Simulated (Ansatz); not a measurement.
Ag₂O:
```xyz
6
Lattice="4.8122 0.0000 0.0000 0.0000 4.8122 0.0000 0.0000 0.0000 4.8122" Properties=species:S:1:pos:R:3 pbc="T T T"
Ag     3.6091     3.6091     3.6091
Ag     3.6091     1.2030     1.2030
Ag     1.2030     1.2030     3.6091
Ag     1.2030     3.6091     1.2030
O      0.0000     0.0000     0.0000
O      2.4061     2.4061     2.4061
```

Relaxed with PBE.

**Question.** Map the electron localisation function on the plane through (0.750, 0.750, 0.750) spanned by u = [1, 0, 0] and v = [0, 1, 1] in lattice vectors, from PBE in the plane-wave PAW code Ansatz.

**Answer.** x is the fraction of u, y of v (the angle between them is 90°; rows are the nearest grid lines); atoms in the plane: Ag at (0.00, 0.00), Ag at (0.00, 0.50), O at (0.25, 0.25), O at (0.75, 0.75).
```
y \ x   0.000  0.0833  0.167  0.292  0.375  0.458  0.542  0.625  0.708  0.833  0.917   1.00
------  -----  ------  -----  -----  -----  -----  -----  -----  -----  -----  -----  -----
1.00    0.869   0.684  0.443  0.122  0.043  0.019  0.019  0.043  0.122  0.443  0.684  0.869
0.912   0.567   0.497  0.316  0.124  0.048  0.033  0.060  0.174  0.247  0.144  0.386  0.567
0.853   0.196   0.239  0.197  0.079  0.052  0.060  0.193  0.584  0.766  0.604  0.141  0.196
0.765   0.181   0.068  0.064  0.065  0.059  0.089  0.439  0.810  0.478  0.747  0.712  0.181
0.706   0.133   0.094  0.087  0.067  0.057  0.083  0.385  0.793  0.683  0.810  0.618  0.133
0.618   0.393   0.379  0.252  0.098  0.050  0.047  0.111  0.370  0.555  0.195  0.197  0.393
0.529   0.818   0.632  0.431  0.142  0.046  0.020  0.021  0.049  0.099  0.389  0.668  0.818
0.471   0.818   0.668  0.389  0.099  0.049  0.021  0.020  0.046  0.142  0.431  0.632  0.818
0.382   0.393   0.197  0.195  0.555  0.370  0.111  0.047  0.050  0.098  0.252  0.379  0.393
0.294   0.133   0.618  0.810  0.683  0.793  0.385  0.083  0.057  0.067  0.087  0.094  0.133
0.235   0.181   0.712  0.747  0.478  0.810  0.439  0.089  0.059  0.065  0.064  0.068  0.181
0.147   0.196   0.141  0.604  0.766  0.584  0.193  0.060  0.052  0.079  0.197  0.239  0.196
0.0882  0.567   0.386  0.144  0.247  0.174  0.060  0.033  0.048  0.124  0.316  0.497  0.567
0.000   0.869   0.684  0.443  0.122  0.043  0.019  0.019  0.043  0.122  0.443  0.684  0.869
```

The density is the valence pseudo-density with augmentation charge, so density and ELF within about 1 Å of a nucleus are not all-electron values.

Space group Pn-3m. The PBE relaxation kept the symmetry of its start; of distortions, only those at the zone centre were tested. No spin polarisation was allowed.

Potentials: the later of the program's two PAW sets.
